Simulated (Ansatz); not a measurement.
Two-dimensional strain map in Cu

Theory: Ansatz, DFT LDA, scalar-relativistic, plane waves, PAW. Settings: plane waves to 420 eV, k-mesh 22×22×22 (Γ-centred), Gaussian smearing 0.15 eV. No spin polarisation. Energies are free energies at this smearing, counted from the undisturbed cell; pressure is positive in compression.

The starting cell (as given, not relaxed at this level; it stands at -12.5 GPa):

```
CELL_PARAMETERS angstrom
0.00000 1.80750 1.80750
1.80750 0.00000 1.80750
1.80750 1.80750 0.00000
ATOMIC_POSITIONS crystal
Cu 0.00000 0.00000 0.00000
```

The cell is strained by p along both x and y and by q along z, fractional coordinates fixed. Points are written (p, q).

Energy above the undisturbed cell in meV/atom (a dash: not computed):

```csv
p \ q,-0.030,-0.015,0.000,0.015,0.030
-0.030,-38.4,-38.5,-35.0,-28.1,-18.0
0.000,-22.1,–,0.0,–,32.7
0.030,34.6,–,72.0,–,117.6
```

Pressure in GPa:

```csv
p \ q,-0.030,-0.015,0.000,0.015,0.030
-0.030,2.0,-1.0,-3.6,-6.0,-8.2
0.000,-8.4,–,-12.5,–,-15.8
0.030,-15.7,–,-18.6,–,-21.0
```